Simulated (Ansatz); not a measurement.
# Spinel alloy of ZnGa2O4 and ZnAl2O4 (6 of 16 Ga sites exchanged), 56 atoms

Ansatz, PAW, plane waves. PBEsol relaxation of volume and atoms (shape held) at the single k point (¼, ¼, ¼) without its symmetry partners; single points on the relaxed atoms at the single k point (¼, ¼, ¼) without its symmetry partners, onto which points of the small cell's zone fold. Arrangement: clustered. No spin–orbit coupling unless named.

Relaxed structure:

```xyz
56
Lattice="8.2470 0.0000 0.0000 0.0000 8.2470 0.0000 0.0000 0.0000 8.2470" Properties=species:S:1:pos:R:3 pbc="T T T"
Zn    7.2328    3.1083    3.0753
Zn    3.0821    7.2015    3.0751
Zn    3.0750    3.1112    7.2323
Zn    1.0218    1.0053    1.0634
Zn    7.2331    7.2014    7.2287
Zn    5.1719    5.1910    1.0648
Zn    5.1758    1.0009    5.1215
Zn    1.0218    5.1897    5.1266
Ga    4.1273    8.2271    0.0224
Ga    6.1979    2.0505    0.0129
Ga    0.0171    4.1417    0.0158
Ga    4.1273    4.1489    4.1007
Ga    2.0420    2.0640    4.1006
Ga    4.1269    2.0645    2.0615
Ga    2.0416    8.2272    6.1846
Ga    6.1971    4.1386    6.1721
Ga    8.2390    2.0497    6.1699
Ga    4.1268    6.1880    6.1851
O     4.2806    0.0748    2.0004
O     6.1181    1.9126    1.9924
O     4.2165    1.9604    0.0935
O     6.1187    0.0599    0.1595
O     0.1381    4.2783    2.0026
O     1.9383    6.0767    1.9505
O     0.1382    6.1287    0.1521
O     1.9970    4.2693    0.1432
O     0.0660    0.0644    6.0251
O     1.9661    1.9661    6.0868
O     0.0661    1.9048    4.1850
O     1.9069    0.0659    4.1864
O     2.1346    2.2209    2.1265
O     3.9812    4.0562    2.1322
O     4.0276    2.1593    4.0277
O     2.1362    4.0626    3.9709
O     4.2161    4.2198    6.0810
O     6.1179    6.1186    6.0336
O     4.2808    6.1269    4.1955
O     6.1189    4.2857    4.1813
O     6.3289    6.3087    2.1828
O     8.1314    8.1192    2.1856
O     8.1318    6.3120    3.9931
O     6.3138    8.1205    3.9943
O     6.2708    2.1512    6.2723
O     8.1694    4.0378    6.2743
O     8.1699    2.1533    8.1582
O     6.2866    4.0460    8.1673
O     2.1346    6.2530    6.3418
O     4.0275    8.1542    6.2798
O     3.9812    6.2583    8.1768
O     2.1364    8.0973    8.1832
Al    6.2077    8.2304    2.0784
Al    2.0582    6.1849    0.0282
Al    8.2338    8.2294    4.1027
Al    2.0583    4.1545    2.0585
Al    6.2084    6.2043    4.1048
Al    0.0120    6.2006    2.0743
```

Question: What are the mean bond lengths by pair (pairs within 1.2 times the sum of covalent radii, less contacts 15 % beyond the pair's median; cation–cation pairs of compounds aside; long ionic contacts are cut short by that bound)?

Answer: Al–O 1.927 ± 0.005 Å (standard deviation, 36 bonds); Ga–O 1.990 ± 0.009 Å (standard deviation, 60 bonds); O–Zn 1.962 ± 0.002 Å (standard deviation, 32 bonds).

Question: What gap lies between the top filled and the lowest empty level in the single points?

Answer: r²SCAN 4.79 eV (3.6 s on NVIDIA GB300). Away from Γ this isn't the crystal's band gap.
